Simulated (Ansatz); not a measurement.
# Li4Ti3O8: a run for the field gradients

```yaml
crystal:
  lattice:
    - [5.098226, -2.979544, 0.0]
    - [5.098226, 2.979544, 0.0]
    - [-3.520961, 0.0, 4.867633]
  atoms:
    - { symbol: Li, position: [0.5, 0.5, 0.5] }
    - { symbol: Li, position: [0.0, 0.5, 0.0] }
    - { symbol: Li, position: [0.5, 0.0, 0.0] }
    - { symbol: Li, position: [0.0, 0.0, 0.0] }
    - { symbol: Ti, position: [0.0, 0.5, 0.5] }
    - { symbol: Ti, position: [0.5, 0.0, 0.5] }
    - { symbol: Ti, position: [0.0, 0.0, 0.5] }
    - { symbol: O, position: [0.757291, 0.757291, 0.273949] }
    - { symbol: O, position: [0.749895, 0.749895, 0.719408] }
    - { symbol: O, position: [0.754668, 0.216421, 0.714755] }
    - { symbol: O, position: [0.783579, 0.245332, 0.285245] }
    - { symbol: O, position: [0.245332, 0.783579, 0.285245] }
    - { symbol: O, position: [0.216421, 0.754668, 0.714755] }
    - { symbol: O, position: [0.250105, 0.250105, 0.280592] }
    - { symbol: O, position: [0.242709, 0.242709, 0.726051] }
kpoints:
  mp_grid: { grid: [2, 2, 2] }
scf:
  occupations: { method: fermi_dirac, width: 0.02 }
hamiltonian:
  xc: pbe
  pseudopotentials: { kind: nc }
output:
  forces: true
  stress: true
  populations: true
  efg:
    quadrupole_moments_barn: { Li: -0.0401, Ti: 0.247, O: -0.02558 }
    contact_densities: true
basis:
  ecutwfc: "29.4 Ry"
```

```sh
ansatz run input.yaml --threads 1 --pin off --max-ram 2560MiB --backend cpu --events-out ev --progress --plain --runs-dir out
```

(1) What happens when this input is run?

## Answers

(1) The input was rejected before any iteration. The program says:

```
Error: output.efg without hamiltonian.pseudopotentials.kind: paw|paw_fr|all_electron or hamiltonian.pseudopotentials.kind: all_electron — the all-electron EFG reconstruction needs the PAW one-centre densities; drop the efg request, or set kind: paw (paw_fr under spin-orbit coupling) (under a functional that reads the kinetic-energy density, kind: paw is refused in some combinations and carries risks of its own in the rest: see hamiltonian.xc for the refusals and hamiltonian.pseudopotentials.kind for the risks, both in the input reference; kind: paw is refused beside gw.static_remainder)
```

Against a sound input the change was `basis.ecutwfc`: not typed → 29.4 Ry; `hamiltonian.pseudopotentials`: {kind: paw} → {kind: nc}; `kpoints.mp_grid.grid`: [5, 5, 5] → [2, 2, 2]. The message points to `hamiltonian.pseudopotentials`.

With the sound settings the run converges and gives V_zz (10²¹ V/m²) Li1 -0.015 (η 0.91), Li2 -0.089 (η 0.27), Li4 -0.019 (η 0.83), Ti5 5.25 (η 0.73), Ti7 4.63 (η 0.13), O8 -2.15 (η 0.23), among others; a site carries the number of its first atom in the input. With these PAW files V_zz is typically within 2 to 3 % of all-electron values, but misses above 10 % occur on Li.
